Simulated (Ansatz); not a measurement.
# Compressing In₂Ag: a fit and a missing row

In₂Ag, I4/mcm, a = 6.790 Å, c = 5.667 Å. The structure is a COD entry; whether it is the stable form wasn't checked. Ansatz: PBEsol, PAW, 420 eV, Γ-centred 8×8×8 mesh on 6 atoms, Gaussian smearing 0.10 eV; no spin polarisation. Shape and atoms are relaxed at each volume; pressure is positive in compression.

| V (Å³/atom) | P (GPa) |
| --- | --- |
| 19.161 | ? |
| 19.814 | 8.23 |
| 20.468 | 4.93 |
| 21.121 | 2.22 |
| 21.774 | 0.01 |
| 22.427 | -1.80 |
| 23.081 | -3.28 |
| 23.951 | -4.80 |

Take V0 = 21.774 Å³/atom, count pressures from its P0 = 0.01 GPa, fit the third-order Birch–Murnaghan form to the other rows, and predict the missing pressure.

With the Eulerian strain f = ½[(V0/V)^(2/3) − 1] and y = (P − P0)/[3f(1 + 2f)^(5/2)], the form is the line y = B0 + 1.5 B0 (B0′ − 4) f. Rows (f, y): 0.03245, 72.2; 0.02105, 70.3; 0.01025, 68.3; -0.00975, 65.0; -0.01906, 63.4; -0.03078, 61.1. Means f = 0.0006933, y = 66.717; Σ(Δf)² = 0.003004, ΣΔfΔy = 0.5224; the slope is their ratio. y = 66.60 + 173.9 f GPa, so B0 = 66.6 GPa and B0′ = 4 + 2 × (173.9)/(3 × 66.60) = 5.74. At V = 19.161, f = 0.04448, y = 74.34 and P = 12.28 GPa. The run gave 12.24 GPa, so the fit is 0.04 GPa too high, a small miss on the scale of the series.